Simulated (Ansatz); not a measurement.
Molecular dynamics on a 2×2×1 supercell (16 atoms) of BeSiSb2 (ordering on zincblende), relaxed with r2SCAN. Forces come from PBE in Ansatz 0.2.0: Langevin thermostat and barostat (NPT), 2200 K, steps of 1.5 fs. Computed, non-magnetic; the trajectory is short and the cell small, so nothing here is a converged average. The structure comes from a prototype and may be hypothetical.

```yaml
crystal:
  lattice:
    - [8.243701152, 0.0, 0.0]
    - [0.0, 8.243701152, 0.0]
    - [0.0, 0.0, 5.7792125713]
  atoms:
    - { symbol: Be, position: [0.0, 0.0, 0.0] }
    - { symbol: Sb, position: [0.0, 0.25, 0.2262088295] }
    - { symbol: Si, position: [0.25, 0.25, 0.5] }
    - { symbol: Sb, position: [0.25, 0.0, 0.7737911705] }
    - { symbol: Be, position: [0.0, 0.5, 0.0] }
    - { symbol: Sb, position: [0.0, 0.75, 0.2262088295] }
    - { symbol: Si, position: [0.25, 0.75, 0.5] }
    - { symbol: Sb, position: [0.25, 0.5, 0.7737911705] }
    - { symbol: Be, position: [0.5, 0.0, 0.0] }
    - { symbol: Sb, position: [0.5, 0.25, 0.2262088295] }
    - { symbol: Si, position: [0.75, 0.25, 0.5] }
    - { symbol: Sb, position: [0.75, 0.0, 0.7737911705] }
    - { symbol: Be, position: [0.5, 0.5, 0.0] }
    - { symbol: Sb, position: [0.5, 0.75, 0.2262088295] }
    - { symbol: Si, position: [0.75, 0.75, 0.5] }
    - { symbol: Sb, position: [0.75, 0.5, 0.7737911705] }
kpoints:
  mp_grid: { grid: [2, 2, 2] }
hamiltonian:
  xc: pbe
scf:
  occupations: { method: fermi_dirac, width: 0.19 }
md:
  ensemble: npt_langevin
  temperature: 2200
  timestep: 1.5
  n_steps: 30
  initial_velocities: maxwell_boltzmann
  seed: 3214
```

Command: `ansatz run input.yaml --threads 4 --pin off --max-ram 3686MiB --backend cpu --events-out ev --progress --plain --runs-dir out`. Wall time 120 s on 4 threads of Arm Neoverse V2 (shared host); peak host memory 1.4 GiB.

```
step  t (fs)  T (K)  free energy F from step 0 (meV/atom)  kinetic energy (meV/atom)  pressure (GPa)  volume (Å³/atom)  largest force (eV/Å)
   0       0   2062                                   0.0                      266.6            2.49             24.55                  0.25
   1     1.5   2032                                   1.8                      262.6            2.50             24.55                  0.45
   2       3   1982                                   6.5                      256.2            2.54             24.55                  0.78
   3     4.5   2003                                  13.8                      259.0            2.65             24.55                  1.21
   4       6   1962                                  23.9                      253.6            2.76             24.54                  1.67
   5     7.5   1844                                  36.1                      238.4            2.86             24.53                  2.12
   6       9   1811                                  49.6                      234.1            2.99             24.53                  2.56
   7    10.5   1713                                  64.2                      221.4            3.09             24.54                  2.96
   8      12   1507                                  79.1                      194.8            3.10             24.54                  3.31
   9    13.5   1452                                  93.4                      187.7            3.19             24.56                  3.59
  10      15   1304                                 106.9                      168.5            3.21             24.57                  3.79
  11    16.5   1280                                 119.2                      165.4            3.29             24.58                  3.95
  12      18   1277                                 130.2                      165.0            3.36             24.59                  4.10
  13    19.5   1208                                 138.8                      156.2            3.38             24.60                  4.18
  14      21   1181                                 143.8                      152.7            3.37             24.61                  4.14
  15    22.5   1177                                 145.5                      152.1            3.32             24.62                  4.02
  16      24   1242                                 144.3                      160.5            3.25             24.64                  3.85
  17    25.5   1196                                 142.1                      154.6            3.10             24.67                  3.65
  18      27   1273                                 139.9                      164.6            3.01             24.70                  3.44
  19    28.5   1224                                 137.4                      158.2            2.86             24.72                  3.19
  20      30   1412                                 135.1                      182.5            2.85             24.75                  2.92
  21    31.5   1402                                 134.2                      181.2            2.73             24.78                  2.68
  22      33   1355                                 134.5                      175.2            2.60             24.81                  2.46
  23    34.5   1475                                 135.9                      190.6            2.59             24.84                  2.29
  24      36   1508                                 139.3                      194.9            2.56             24.87                  2.41
  25    37.5   1557                                 143.6                      201.3            2.57             24.89                  2.74
  26      39   1539                                 148.4                      198.9            2.55             24.91                  2.99
  27    40.5   1384                                 153.0                      178.9            2.48             24.91                  3.10
  28      42   1414                                 156.7                      182.8            2.50             24.92                  3.07
  29    43.5   1381                                 159.6                      178.5            2.48             24.93                  2.92
  30      45   1547                                 162.6                      200.0            2.58             24.94                  2.73
```

The temperature starts at 2062 K, is lowest at step 15 (1177 K, 22.5 fs) and ends at 1547 K. The thermostat hasn't had time to restore it. The atoms start on their lattice sites with kinetic energy alone, so much of it first passes into potential energy.

Positions (Å) and forces (eV/Å) at step 30:
```
cell (Å): 8.287 0.000 0.000; 0.000 8.287 0.000; 0.000 0.000 5.810
Be  -0.108   0.196  -0.128     0.315  -0.141   1.341
Sb   0.135   2.115   1.342    -0.574   0.379  -0.137
Si   2.196   1.851   2.942    -0.212  -0.092  -0.627
Sb   1.909  -0.072   4.714     1.229   0.759  -0.173
Be   0.027   4.353  -0.063     0.490  -0.696   0.390
Sb   0.082   6.378   1.299    -1.831   0.096  -0.959
Si   1.941   6.650   2.801     1.386  -2.061   0.603
Sb   1.994   3.913   4.311    -1.441   1.594  -0.345
Be   3.997   0.110   0.125     0.697   0.346  -0.098
Sb   4.251   2.336   1.389    -0.315  -0.900  -0.565
Si   6.256   1.993   3.010     0.577  -0.110  -0.826
Sb   6.230  -0.051   4.628    -1.979   0.246  -0.486
Be   3.750   4.252  -0.236     2.414   0.054   1.263
Sb   3.969   6.245   1.227     0.364   0.384   0.297
Si   6.134   6.365   2.841     0.317  -1.198  -0.125
Sb   6.386   4.063   4.420    -1.436   1.341   0.447
```
